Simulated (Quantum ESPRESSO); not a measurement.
## NbTi2O5F3 (finding a planted mistake in a log)

A calculation, not a measurement. The program is pw.x of Quantum ESPRESSO 7.5 (plane-wave density functional theory). The cell is made up: 11 atoms on a rutile lattice with one site empty, with randomly drawn elements, strain and displacements, not relaxed. PseudoDojo standard norm-conserving files (v0.5 for PBE, v0.4.1 for LDA and PBEsol) set the functional; there is no spin polarisation, spin-orbit coupling or dispersion term, and the masses in the input are unused placeholders.

Intended input:

```
&control calculation='scf', pseudo_dir='./dojo.nc.sr.pbe.v0_5.standard.upf', outdir='./o', disk_io='low', tprnfor=.true., tstress=.true. /
&system ibrav=0, nat=11, ntyp=4, nbnd=50, ecutwfc=84.00895049, nosym=.true., tot_charge=0,
 occupations='smearing', smearing='fd', degauss=0.0018374661
/
&electrons conv_thr=7.350e-09, electron_maxstep=60, /
ATOMIC_SPECIES
F 1.0 F.upf
Nb 1.0 Nb.upf
O 1.0 O.upf
Ti 1.0 Ti.upf
CELL_PARAMETERS angstrom
4.6675 -0.0283 0.0059
-0.0283 4.6646 -0.0009
0.0075 -0.0011 5.8274
ATOMIC_POSITIONS angstrom
Nb 2.3552 2.3431 1.4668
Ti -0.0038 0.0186 2.9304
Ti 2.3589 2.2774 4.3289
O 1.4254 1.4015 0.0112
O 3.1955 3.2268 0.0093
F 3.7979 0.9074 1.4424
O 0.9071 3.7833 1.4741
O 1.4014 1.3989 2.882
F 3.2195 3.2202 2.9274
F 3.7389 0.895 4.3953
O 0.9076 3.7402 4.355
K_POINTS automatic
5 5 4 1 1 1
```

The log is shortened where brackets say so; the opening notice, blank lines, dates and the lines on written files are dropped, and the path of the files is cut. It prints rydbergs, bohrs and kilobars, and counts compression as positive stress. Where no state is partly filled, the Fermi energy that it prints is only some level between the filled and the empty states on the mesh, and need not lie in the true gap.

Log of the intended run:

```
     Program PWSCF v.7.5
     Parallel version (MPI & OpenMP), running on       4 processor cores
     Number of MPI processes:                 4
     Threads/MPI process:                     1
     [start-up lines left out]
     bravais-lattice index     =            0
     lattice parameter (alat)  =       8.8205  a.u.
     unit-cell volume          =     856.1571 (a.u.)^3
     number of atoms/cell      =           11
     number of atomic types    =            4
     number of electrons       =        88.00
     number of Kohn-Sham states=           50
     kinetic-energy cutoff     =      84.0090  Ry
     charge density cutoff     =     336.0358  Ry
     scf convergence threshold =      7.3E-09
     mixing beta               =       0.7000
     number of iterations used =            8  plain     mixing
     Exchange-correlation= PBE
                           (   1   4   3   4   0   0   0)
     [axes and pseudopotential details left out]
   Cartesian axes
     site n.     atom                  positions (alat units)
         1        Nb     tau(   1) = (   0.5045859   0.5019936   0.3142521  )
         2        Ti     tau(   2) = (  -0.0008141   0.0039849   0.6278187  )
         3        Ti     tau(   3) = (   0.5053786   0.4879178   0.9274380  )
         4        O      tau(   4) = (   0.3053825   0.3002621   0.0023995  )
         5        O      tau(   5) = (   0.6846146   0.6913204   0.0019925  )
         6        F      tau(   6) = (   0.8136748   0.1944044   0.3090246  )
         7        O      tau(   7) = (   0.1943401   0.8105469   0.3158161  )
         8        O      tau(   8) = (   0.3002406   0.2997050   0.6174493  )
         9        F      tau(   9) = (   0.6897565   0.6899064   0.6271760  )
        10        F      tau(  10) = (   0.8010344   0.1917478   0.9416638  )
        11        O      tau(  11) = (   0.1944473   0.8013130   0.9330298  )
     number of k points=    50  Fermi-Dirac smearing, width (Ry)=  0.0018
                       cart. coord. in units 2pi/alat
        k(    1) = (   0.1004860   0.1006930   0.1000113), wk =   0.0400000
        k(    2) = (   0.1002331   0.1007301   0.3002549), wk =   0.0400000
     [further k points left out]
     Dense  grid:    89073 G-vectors     FFT dimensions: (  54,  54,  72)
     Estimated max dynamical RAM per process >     245.79 MB
     Estimated total dynamical RAM >     917.90 MB
     Initial potential from superposition of free atoms
     starting charge      87.9945, renormalised to      88.0000
     Starting wfcs are   62 randomized atomic wfcs
     total cpu time spent up to now is        5.1 secs
     per-process dynamical memory:   197.2 Mb
     Self-consistent Calculation
     iteration #  1     ecut=    84.01 Ry     beta= 0.70
     Davidson diagonalization with overlap
     ethr =  1.00E-02,  avg # of iterations =  2.0
     total cpu time spent up to now is       13.8 secs
     total energy              =    -672.79449600 Ry
     estimated scf accuracy    <       5.70436671 Ry
     iteration #  2     ecut=    84.01 Ry     beta= 0.70
     Davidson diagonalization with overlap
     ethr =  6.48E-03,  avg # of iterations =  8.8
     total cpu time spent up to now is       30.8 secs
     total energy              =    -665.02047087 Ry
     estimated scf accuracy    <     101.69591148 Ry
     [iterations 3 to 17 left out]
     iteration # 18     ecut=    84.01 Ry     beta= 0.70
     Davidson diagonalization with overlap
     ethr =  6.45E-11,  avg # of iterations =  5.0
     total cpu time spent up to now is      198.5 secs
     total energy              =    -676.08892867 Ry
     estimated scf accuracy    <       0.00000002 Ry
     iteration # 19     ecut=    84.01 Ry     beta= 0.70
     Davidson diagonalization with overlap
     ethr =  1.94E-11,  avg # of iterations =  4.0
     total cpu time spent up to now is      208.6 secs
     End of self-consistent calculation
     [lines on levels left out]
     the Fermi energy is     8.3888 ev
!    total energy              =    -676.08892867 Ry
     estimated scf accuracy    <          5.9E-09 Ry
     smearing contrib. (-TS)   =      -0.00000000 Ry
     internal energy E=F+TS    =    -676.08892867 Ry
     The total energy is F=E-TS. E is the sum of the following terms:
     one-electron contribution =    -271.58424412 Ry
     hartree contribution      =     178.72143603 Ry
     xc contribution           =    -135.71845583 Ry
     ewald contribution        =    -447.50766475 Ry
     convergence has been achieved in  19 iterations
     Forces acting on atoms (cartesian axes, Ry/au):
     atom    1 type  2   force =    -0.19911454    0.01750210   -0.40723504
     atom    2 type  4   force =     0.24161980   -0.09227638    0.03412403
     atom    3 type  4   force =    -0.17825021    0.01780941    0.33035731
     atom    4 type  3   force =     0.07206156    0.05299568   -0.00365849
     atom    5 type  3   force =    -0.01028786   -0.03567738   -0.01413468
     atom    6 type  1   force =    -0.01538413    0.00877282    0.02666937
     atom    7 type  3   force =     0.01411706   -0.03191754    0.10091998
     atom    8 type  3   force =    -0.00872681   -0.02097639    0.03491627
     atom    9 type  1   force =     0.09271256    0.08521501    0.04878497
     atom   10 type  1   force =    -0.01411768    0.01440338   -0.03193280
     atom   11 type  3   force =     0.00537026   -0.01585070   -0.11881093
     Total force =     0.687674     Total SCF correction =     0.000243
     Computing stress (Cartesian axis) and pressure
          total   stress  (Ry/bohr**3)                   (kbar)     P=       48.15
   0.00019333   0.00069523   0.00000235           28.44      102.27        0.35
   0.00069523   0.00039254   0.00002594          102.27       57.74        3.82
   0.00000235   0.00002594   0.00039599            0.35        3.82       58.25
     init_run     :      4.85s CPU      5.01s WALL (       1 calls)
     electrons    :    202.57s CPU    203.47s WALL (       1 calls)
     forces       :      1.81s CPU      1.83s WALL (       1 calls)
     stress       :      6.14s CPU      6.14s WALL (       1 calls)
     [timing details left out]
     PWSCF        :   3m35.59s CPU   3m36.75s WALL
     JOB DONE.
```

A second run was made from an input with one planted mistake. Its log:

```
     Program PWSCF v.7.5
     Parallel version (MPI & OpenMP), running on       4 processor cores
     Number of MPI processes:                 4
     Threads/MPI process:                     1
     [start-up lines left out]
     bravais-lattice index     =            0
     lattice parameter (alat)  =       8.8205  a.u.
     unit-cell volume          =     856.1571 (a.u.)^3
     number of atoms/cell      =           11
     number of atomic types    =            4
     number of electrons       =        88.00
     number of Kohn-Sham states=           50
     kinetic-energy cutoff     =      84.0090  Ry
     charge density cutoff     =     336.0358  Ry
     scf convergence threshold =      7.3E-09
     mixing beta               =       0.7000
     number of iterations used =            8  plain     mixing
     Exchange-correlation= SLA  PW   NOGX NOGC
                           (   1   4   0   0   0   0   0)
     [axes and pseudopotential details left out]
   Cartesian axes
     site n.     atom                  positions (alat units)
         1        Nb     tau(   1) = (   0.5045859   0.5019936   0.3142521  )
         2        Ti     tau(   2) = (  -0.0008141   0.0039849   0.6278187  )
         3        Ti     tau(   3) = (   0.5053786   0.4879178   0.9274380  )
         4        O      tau(   4) = (   0.3053825   0.3002621   0.0023995  )
         5        O      tau(   5) = (   0.6846146   0.6913204   0.0019925  )
         6        F      tau(   6) = (   0.8136748   0.1944044   0.3090246  )
         7        O      tau(   7) = (   0.1943401   0.8105469   0.3158161  )
         8        O      tau(   8) = (   0.3002406   0.2997050   0.6174493  )
         9        F      tau(   9) = (   0.6897565   0.6899064   0.6271760  )
        10        F      tau(  10) = (   0.8010344   0.1917478   0.9416638  )
        11        O      tau(  11) = (   0.1944473   0.8013130   0.9330298  )
     number of k points=    50  Fermi-Dirac smearing, width (Ry)=  0.0018
                       cart. coord. in units 2pi/alat
        k(    1) = (   0.1004860   0.1006930   0.1000113), wk =   0.0400000
        k(    2) = (   0.1002331   0.1007301   0.3002549), wk =   0.0400000
     [further k points left out]
     Dense  grid:    89073 G-vectors     FFT dimensions: (  54,  54,  72)
     Estimated max dynamical RAM per process >     245.79 MB
     Estimated total dynamical RAM >     917.90 MB
     Initial potential from superposition of free atoms
     starting charge      87.9954, renormalised to      88.0000
     Starting wfcs are   62 randomized atomic wfcs
     total cpu time spent up to now is        5.1 secs
     per-process dynamical memory:   197.2 Mb
     Self-consistent Calculation
     iteration #  1     ecut=    84.01 Ry     beta= 0.70
     Davidson diagonalization with overlap
     ethr =  1.00E-02,  avg # of iterations =  2.0
     total cpu time spent up to now is       13.9 secs
     total energy              =    -672.25324455 Ry
     estimated scf accuracy    <       5.44621027 Ry
     iteration #  2     ecut=    84.01 Ry     beta= 0.70
     Davidson diagonalization with overlap
     ethr =  6.19E-03,  avg # of iterations =  8.8
     total cpu time spent up to now is       31.2 secs
     total energy              =    -664.75477115 Ry
     estimated scf accuracy    <      98.97067472 Ry
     [iterations 3 to 17 left out]
     iteration # 18     ecut=    84.01 Ry     beta= 0.70
     Davidson diagonalization with overlap
     ethr =  7.96E-11,  avg # of iterations =  5.2
     total cpu time spent up to now is      194.2 secs
     total energy              =    -675.44479498 Ry
     estimated scf accuracy    <       0.00000006 Ry
     iteration # 19     ecut=    84.01 Ry     beta= 0.70
     Davidson diagonalization with overlap
     ethr =  6.32E-11,  avg # of iterations =  2.1
     total cpu time spent up to now is      202.5 secs
     End of self-consistent calculation
     [lines on levels left out]
     the Fermi energy is     8.0111 ev
!    total energy              =    -675.44479498 Ry
     estimated scf accuracy    <          6.6E-09 Ry
     smearing contrib. (-TS)   =      -0.00000000 Ry
     internal energy E=F+TS    =    -675.44479498 Ry
     The total energy is F=E-TS. E is the sum of the following terms:
     one-electron contribution =    -271.84072526 Ry
     hartree contribution      =     177.48882756 Ry
     xc contribution           =    -133.58523253 Ry
     ewald contribution        =    -447.50766475 Ry
     convergence has been achieved in  19 iterations
     Forces acting on atoms (cartesian axes, Ry/au):
     atom    1 type  2   force =    -0.19429251    0.01701895   -0.39852708
     atom    2 type  4   force =     0.23765814   -0.08951434    0.03312344
     atom    3 type  4   force =    -0.17330683    0.01773101    0.32446464
     atom    4 type  3   force =     0.08391990    0.06414069   -0.00265112
     atom    5 type  3   force =    -0.02249451   -0.04861991   -0.01274022
     atom    6 type  1   force =    -0.01806121    0.01189565    0.03777854
     atom    7 type  3   force =     0.01638640   -0.03346941    0.11013426
     atom    8 type  3   force =    -0.00414106   -0.01629306    0.03337833
     atom    9 type  1   force =     0.08435628    0.07675019    0.04615033
     atom   10 type  1   force =    -0.01681798    0.01714387   -0.04327513
     atom   11 type  3   force =     0.00679338   -0.01678364   -0.12783600
     Total force =     0.680693     Total SCF correction =     0.000228
     Computing stress (Cartesian axis) and pressure
          total   stress  (Ry/bohr**3)                   (kbar)     P=      -64.29
  -0.00053663   0.00069547   0.00000411          -78.94      102.31        0.60
   0.00069547  -0.00034439   0.00002652          102.31      -50.66        3.90
   0.00000411   0.00002652  -0.00042999            0.60        3.90      -63.25
     init_run     :      4.78s CPU      4.97s WALL (       1 calls)
     electrons    :    196.58s CPU    197.40s WALL (       1 calls)
     forces       :      1.72s CPU      1.73s WALL (       1 calls)
     stress       :      6.02s CPU      6.02s WALL (       1 calls)
     [timing details left out]
     PWSCF        :   3m29.25s CPU   3m30.36s WALL
     JOB DONE.
```

Question: what was wrong in the second input?

Answer: the files are those of another functional. The input lines that differ, file-writing options aside:

```
- &control calculation='scf', pseudo_dir='./dojo.nc.sr.pbe.v0_5.standard.upf', outdir='./o', disk_io='low', tprnfor=.true., tstress=.true. /
+ &control calculation='scf', pseudo_dir='./dojo.nc.sr.lda.v0_4_1.standard.upf', outdir='./o', disk_io='low', tprnfor=.true., tstress=.true. /
```

|  | intended run | run with the mistake |
| --- | --- | --- |
| free energy (eV) | -9198.658 | -9189.895 |
| smearing term -TS (eV) | 0.0000 | 0.0000 |
| pressure (GPa) | 4.81 | -6.43 |
| largest force component (eV/Å) | 10.470 | 10.247 |
| largest change of a force component (eV/Å) |  | 0.333 |
| iterations | 19 | 19 |

For scale, a rerun of the intended cell at a cutoff of 1467 eV and k mesh 7 x 7 x 6 moved values by no more than 0.004 eV in energy, 0.04 GPa in stress and 0.002 eV/Å in force. Files of another functional have another zero of energy, so the energy change says nothing on stability.